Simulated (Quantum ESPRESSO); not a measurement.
# Zr2WO6F2: convergence and cost over cutoff and k mesh

A calculation, not a measurement. The program is pw.x of Quantum ESPRESSO 7.5 (plane-wave density functional theory). The cell is made up: 11 atoms on a rutile lattice with one site empty, with randomly drawn elements, strain and displacements, not relaxed. PseudoDojo standard norm-conserving files (v0.5 for PBE, v0.4.1 for LDA and PBEsol) set the functional; there is no spin polarisation, spin-orbit coupling or dispersion term, and the masses in the input are unused placeholders.

Input of the run in row 2:

```
&control calculation='scf', pseudo_dir='./dojo.nc.sr.pbe.v0_5.standard.upf', outdir='./o', disk_io='low', tprnfor=.true., tstress=.true. /
&system ibrav=0, nat=11, ntyp=4, nbnd=50, ecutwfc=84.00895049, nosym=.true., tot_charge=0,
 occupations='smearing', smearing='fd', degauss=0.0018374661
/
&electrons conv_thr=7.350e-09, electron_maxstep=60, /
ATOMIC_SPECIES
F 1.0 F.upf
O 1.0 O.upf
W 1.0 W.upf
Zr 1.0 Zr.upf
CELL_PARAMETERS angstrom
5.0654 0.0441 0.0346
0.0441 4.8811 0.0247
0.0462 0.0329 6.6065
ATOMIC_POSITIONS angstrom
Zr 2.634 2.4559 1.6987
W 0.0887 0.045 3.3142
Zr 2.5781 2.463 5.0236
O 1.5983 1.4855 0.0701
F 3.5616 3.4448 0.0364
F 4.0597 1.0103 1.6624
O 1.015 3.9907 1.6955
O 1.564 1.4955 3.334
O 3.581 3.4074 3.3887
O 4.0932 1.0219 4.9556
O 1.0724 3.9339 4.9896
K_POINTS automatic
4 5 4 1 1 1
```

The same cell was run at these settings. Meshes are shifted by half a step, and differences are from the last row, which is itself not exact.

```
cutoff (eV)     k mesh  k points solved  threshold (eV)  free energy less the last row's (eV)  pressure (GPa)  largest stress difference (GPa)  largest force difference (eV/Å)  iterations  wall time (s)  k-point pools                  processor
        800  2 x 2 x 2                4           1e-04                                 1.399          -29.25                             9.89                            0.054          15             18              4  Intel Xeon, 2023 or later
       1143  4 x 5 x 4               40           1e-07                                 0.004          -19.46                             0.02                            0.003          20            173              4  Intel Xeon, 2023 or later
       1467  6 x 7 x 6              126           1e-07                                 0.000          -19.44                             0.00                            0.000          20           1076              4  Intel Xeon, 2023 or later
```

Each pool is one process. Wall times include start-up and a band step at six k points, which weighs most on the coarsest meshes. The runs were on shared virtual cores whose load varied, so times are rough.